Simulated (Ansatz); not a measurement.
**GdZnGe**

Method: PBEsol, scalar-relativistic; collinear spin; PAW, 420 eV, Γ-centred 8×8×8 mesh, 0.05 eV Gaussian smearing; code Ansatz; PAW files: Ansatz's generated set soft_2.

```
Gd Ge Zn
1.0
     4.14437    0.00000    0.00000
    -2.07218    3.58913    0.00000
     0.00000    0.00000    4.04689
Gd Ge Zn
1 1 1
Cartesian
  2.0722 1.1964 0.0000
  0.0000 2.3928 2.0234
  0.0000 0.0000 2.0234
```

The chain of runs began from a structure of the Materials Project database, expanded in volume; all values here are this work's own. Such entries can be computed or ordered models and not known phases.

Magnetic state: ferromagnetic, site spin moments Gd 7.03 μB.

The cell above was scaled in volume, and shape and atoms were relaxed at each volume within its symmetry. Energies are counted from the cell above.

The cell is relaxed to zero pressure at this level.

```json
{"V (Å³/atom)": "19.26", "ΔE (meV/atom)": "?", "P (GPa)": "?", "largest moment (μB)": "?"}
{"V (Å³/atom)": "19.66", "ΔE (meV/atom)": "2.1", "P (GPa)": "1.7", "largest moment (μB)": "7.03"}
{"V (Å³/atom)": "20.07", "ΔE (meV/atom)": "0.0", "P (GPa)": "0.0", "largest moment (μB)": "7.03"}
{"V (Å³/atom)": "20.47", "ΔE (meV/atom)": "2.0", "P (GPa)": "-1.6", "largest moment (μB)": "7.03"}
{"V (Å³/atom)": "20.87", "ΔE (meV/atom)": "7.8", "P (GPa)": "-3.0", "largest moment (μB)": "7.03"}
```

Q: Fill in the withheld row.

A: ΔE (meV/atom): 8.8, P (GPa): 3.7, largest moment (μB): 7.02.

Q: What do the points give for the equilibrium volume, the bulk modulus and its pressure derivative (third-order Birch–Murnaghan)?

A: V0 = 20.06 Å³/atom, B0 = 82 GPa, B0′ = 4.3.

B0·V0 = 82.4 GPa × 20.06 Å³ = 10.32 eV/atom sets the scale: near the minimum ΔE ≈ ½ B0 V0 x², with x = V/V0 − 1, and a pressure of 0.8 GPa squeezes the volume by about 1 %. At the ends of the curve: x = −4.0 % predicts 8.2 meV/atom and the run gives 8.8; x = +4.0 % predicts 8.3 meV/atom and the run gives 7.8. The lopsidedness is anharmonic: atoms resist being pushed together more than being pulled apart.

Without a U the 4f levels of Gd lie too near the Fermi level, so their share of the states there, and what hangs on it, is overstated. Scalar-relativistic only: spin–orbit splittings of the heavy atoms' levels are missing. The run wasn't fully tested for a lower electronic state. Site moments are of spin, integrated over atomic spheres. Only parallel moments were tried, so the real magnetic order may be another. The run is a metal.
